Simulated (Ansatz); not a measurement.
Computed with Ansatz, DFT, BLYP, plane waves (420 eV) with PAW, scalar-relativistic. (PAW data from PBE, frozen cores regenerated.)

An element in the fcc structure gives this curve. The cell is scaled uniformly from the relaxed one, with fractional coordinates and shape fixed. Energies are extrapolated to zero smearing, pressures are those at the given smearing. Magnetic state: spin not included.

```
V (Å³/atom)  E − E₀ (meV/atom)  P (GPa)
     22.063               60.2     7.67
     23.066               23.8     4.65
     24.069                4.7     2.12
     25.072                0.1    -0.01
     26.075                7.7    -1.80
     27.078               25.4    -3.30
     28.080               51.7    -4.57
```

Which element is it?
A. magnesium
B. germanium
C. hafnium
D. scandium

D. Its fit is V₀ = 24.92 Å³/atom, B₀ = 49 GPa, B₀′ = 3.4.
